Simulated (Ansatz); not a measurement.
# Surface calculation: hcp Cd (0001), 2 layers

The slab is cut from the hcp crystal, the stable phase, as relaxed on PAW files (19.88 Å³/atom), with 16 Å of vacuum and a dipole correction:

```xyz
2
Lattice="2.9259 0.0000 0.0000 -1.4629 2.5339 0.0000 0.0000 0.0000 18.6812" Properties=species:S:1:pos:R:3 pbc="T T T"
Cd    2.1944    0.4223    8.0000
Cd   -0.7315    2.1116   10.6812
```

Computed with Ansatz 0.2.0; functional LDA, scalar-relativistic. Settings: a Γ-centred 13×13×1 k mesh, Fermi–Dirac smearing of 0.08 eV, no spin polarisation. Methods: LAPW: all electrons, basis error target 1 meV/atom; PAW: frozen-core files, cutoff 420 eV.

The bulk energy comes from a cell in the slab's orientation on a 13×13×6 mesh. The surface energy is (E(slab) − N·E(bulk))/2A at zero smearing, the mean of both faces; thin slabs carry quantum-size effects.

The PAW files were made under PBE. The cell is 1×1, so reconstructions are forbidden, and in slabs of four or five layers the relaxations can be far larger than at a real surface.

Q: As cut, the LAPW slab lies 0.458 eV above 2 atoms of bulk. What surface energy is that?

A: Over two faces of 7.41 Å² it is 30.9 meV/Å², and times 16.02 J/m² per eV/Å² that gives γ = 0.495 J/m².

| method | γ as cut (J/m²) | γ relaxed (J/m²) | Φ as cut (eV) | Φ relaxed (eV) |
| --- | --- | --- | --- | --- |
| LAPW | 0.495 | 0.494 | 4.36 | 4.36 |

Q: How do the spacings between the planes relax?

A: From the bottom face up: d12 -0.9 % of 2.681 Å.

Q: What changes if the images along the normal are cut off in place of the dipole correction?

A: LAPW then gives: no gap, work function 4.36 eV; PAW: no gap, work function 4.36 eV.

Q: What changes if the vacuum is set to 9 Å?

A: LAPW then gives: no gap, work function 4.38 eV; PAW: no gap, work function 4.38 eV. The program warns that the vacuum is too thin.
